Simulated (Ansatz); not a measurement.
The elements of this relaxed trial crystal are hidden behind letters.

```
lattice vectors (Å)
   4.0140    0.0000    0.0000
   0.0000    4.0140    0.0000
   0.0000    0.0000    6.1024
fractional positions
X 0.5000 0.5000 0.5000
Z 0.0000 0.0000 0.0000
Q 0.0000 0.0000 0.6202
Q 0.0000 0.0000 0.3798
Q 0.5000 0.0000 0.0000
Q 0.0000 0.5000 0.0000
```

These are results of DFT PBE, scalar-relativistic, plane waves, PAW in Ansatz 0.2.0, not measurements. Settings of the last relaxation (6-atom cell): 420 eV, 10×10×6 k points, Gaussian smearing of 0.10 eV, collinear spin.

```
Space group                                : P4/mmm (No. 123)
Conventional cell                          : a = 4.014 Å, c = 6.102 Å
Volume per atom                            : 16.39 Å³
Density                                    : 4.50 g/cm³
Formation energy                           : −1.04 eV/atom
Gap on the 10×10×6 mesh of the 6-atom cell : 0 eV (a metal)
Net moment per atom                        : 0.13 μB
```

Energies are uncorrected and count from the elements' standard states at the same level.

Q: X is an s-block element of period 5, Z is a p-block element of period 5 and Q is a p-block element of period 2. Which elements are they?

A: X = Sr, Z = In, Q = O, so the formula is SrInO4. Density times volume gives a mean mass of 4.50 × 16.39/1.6605 = 44.4 u per atom, and this set has 44.4 u. Sr is surrounded by 8 O at 2.93 Å and 8 O at 3.65 Å; In has 4 O at 2.01 Å and 2 O at 2.32 Å; O on a site of symmetry 4mm has 1 O at 1.47 Å, 1 In at 2.32 Å and 4 Sr at 2.93 Å; 1 more site not described. Other sets within the hints have nearly the same mass, so mass alone doesn't settle it; this one was computed.

The magnetic state reached may not be the lowest. A structure relaxed within its symmetry needn't be a true minimum.
